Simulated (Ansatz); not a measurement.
BaTiO3:
```
CELL_PARAMETERS angstrom
      3.97290     0.00000     0.00000
      0.00000     3.97290     0.00000
      0.00000     0.00000     4.11206
ATOMIC_POSITIONS crystal
  Ba 0.50000 0.50000 0.58499
  Ti 0.00000 0.00000 0.10305
  O  0.00000 0.50000 0.06294
  O  0.50000 0.00000 0.06294
  O  0.00000 0.00000 0.54607
```

Cartesian axes are those of the cell as given.

Q: Give the high-frequency dielectric tensor and the Born effective charge tensors of the independent atoms from DFPT, r²SCAN in the plane-wave PAW code Ansatz.

A: 
ε∞:
```
5.69  0.00  0.00
0.00  5.69  0.00
0.00  0.00  4.99
```
Z* of atom 1 (Ba), rows: field, columns: displacement, in e:
```
2.71  0.00  0.00
0.00  2.71  0.00
0.00  0.00  2.85
```
Z* of atom 2 (Ti), rows: field, columns: displacement, in e:
```
6.80  0.00  0.00
0.00  6.80  0.00
0.00  0.00  5.31
```
Z* of atom 3 (O), rows: field, columns: displacement, in e:
```
-2.09   0.00   0.00
 0.00  -5.45   0.00
 0.00   0.00  -1.92
```
Z* of atom 5 (O), rows: field, columns: displacement, in e:
```
-1.96   0.00   0.00
 0.00  -1.96   0.00
 0.00   0.00  -4.32
```

Static charges for comparison (Bader): Ba1 +1.58, Ti2 +2.29, O3 -1.30, O5 -1.26 e. Born charges measure polarisation by displacement and can exceed these by far.

Space group P4mm. Symmetry was held in the r²SCAN relaxation. At this level the phase is dynamically unstable (imaginary phonons). No spin polarisation was allowed. Scalar-relativistic: spin–orbit coupling is off unless named, which matters more the heavier the elements.

Potentials: the earlier of the program's two PAW sets.
